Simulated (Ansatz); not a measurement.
Bi-209 NMR of the central transition in Bi2Se3

Cell: a COD entry whose atoms were relaxed with PBE, the cell held.

```cif
data_structure
_symmetry_space_group_name_H-M 'P 1'
_symmetry_Int_Tables_number 1
_cell_length_a 9.8405
_cell_length_b 9.8405
_cell_length_c 9.8405
_cell_angle_alpha 24.304
_cell_angle_beta 24.304
_cell_angle_gamma 24.304
_cell_volume 141.89
loop_
_atom_site_label
_atom_site_type_symbol
_atom_site_fract_x
_atom_site_fract_y
_atom_site_fract_z
_atom_site_occupancy
Bi1 Bi 0.40061 0.40061 0.40061 1
Bi2 Bi 0.59939 0.59939 0.59939 1
Se3 Se 0.00000 0.00000 0.00000 1
Se4 Se 0.21115 0.21115 0.21115 1
Se5 Se 0.78885 0.78885 0.78885 1
```

Atom numbers follow the list; atoms alike are taken as one site, whose name carries the number of the first.

Level of theory: DFT, r2SCAN, plane waves and PAW, scalar-relativistic, 500 eV cutoff, Γ-centred 9×9×9 k-points, Fermi–Dirac smearing 0.02 eV (Ansatz 0.2.0).

Bi-209 has I = 9/2 and Q = -516.0 mb (Pyykkö 2018); at 23.5 T its Larmor frequency is ν₀ = 163.6 MHz (from the bare nuclear moment; shielding lowers the observed one by a per cent or two). Only the quadrupole interaction is simulated: positions count from each site's isotropic chemical shift, and J coupling is left out, as are shift anisotropy and dipolar coupling, which fast spinning averages.

Q: Simulate the second-order pattern (fast magic-angle spinning, Gaussian broadening 0.2 kHz) of site Bi (6 Se at 2.86–3.07 Å).

A: The calculation gives C_Q = -16.4 MHz and η = 0.00, so ν_Q = 0.684 MHz and the centre of gravity lies at -14.0 ppm (-2.28 kHz).

```
offset (kHz)  height
      -5.957       0
      -5.817       0
      -5.677       3
      -5.537       5
      -5.397       5
      -5.257       5
      -5.117       5
      -4.977       5
      -4.837       5
      -4.697       5
      -4.557       5
      -4.418       6
      -4.278       6
      -4.138       6
      -3.998       6
      -3.858       6
      -3.718      17
      -3.578      65
      -3.438      74
      -3.298      53
      -3.158      44
      -3.018      39
      -2.879      37
      -2.739      35
      -2.599      35
      -2.459      34
      -2.319      34
      -2.179      34
      -2.039      35
      -1.899      36
      -1.759      37
      -1.619      39
      -1.479      42
      -1.339      46
      -1.200      54
      -1.060      69
      -0.920     100
      -0.780      68
      -0.640       8
      -0.500       0
```

An axis of threefold or higher order runs through Bi, so V_zz lies along it and η is zero.

Spin–orbit coupling is left out, which shifts gradients on Bi by a few per cent in wide-gap crystals, and can shift them far more where the calculated gap is small or absent, as here. Newer work puts Q(²⁰⁹Bi) near −420 mb, which would lower these couplings by about a fifth. With a gap of 0.5 eV on this mesh, the gradients can still move by some per cent as the k-mesh gets denser.

The run took 43 s of wall time (2.8 min of CPU time) and 1.1 GiB at its peak, on 4 threads of Arm Neoverse N1 (aarch64; 8 cores open to the job, memory cap 8.0 GiB, no GPU), a shared host with a load of 0.3 a core.
